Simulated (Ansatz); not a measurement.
The start is a generated trial cell of Ge in the black-P structure type. Cell shape, volume and atoms are optimised at zero target pressure with PBEsol (plane waves to 420 eV, PAW, scalar-relativistic; Ansatz, a program for electronic structure). The first steps use a coarse 7×7×5 k-mesh.

Input geometry:
```
CELL_PARAMETERS angstrom
      1.78824    -5.65461     0.00000
      1.78824     5.65461     0.00000
      0.00000     0.00000     4.72348
ATOMIC_POSITIONS crystal
  Ge 0.39832 0.60168 0.58056
  Ge 0.60168 0.39832 0.41944
  Ge 0.89832 0.10168 0.91944
  Ge 0.10168 0.89832 0.08056
```

How large is the pressure on the unrelaxed cell, and of which sign?

+3 GPa (positive: the cell is compressed).

Which atoms feel the largest initial force, and how large is it?

About 0.9 eV/Å, on Ge1, Ge2, Ge3, Ge4 (atoms numbered as listed).

By how much does the energy per atom fall from start to end?

0.37 eV/atom.

How does the volume change?

-20.8 %, from 23.88 to 18.91 Å³/atom.

How do the shortest distances between atoms change?

The closest pairs of elements (up to four, under 3.6 Å), start → end: Ge–Ge 2.40 → 2.70 Å.

Final values are on a 18×18×18 k-mesh of the relaxed cell. No spin polarisation in the result.

The run could not lower the symmetry of its start; a shaken copy of this end point relaxes with PBEsol to Cmmm (No. 65) at a tolerance of 0.01 Å, P6/mmm (No. 191) at 0.1 Å, 0.11 eV/atom lower.

The relaxed structure here is a generated cell of Ge: the first start was made by placing the elements on the sites of a structure type, and the end was not matched to a known phase here, so it may be hypothetical. Known forms of Ge include space group No. 227.
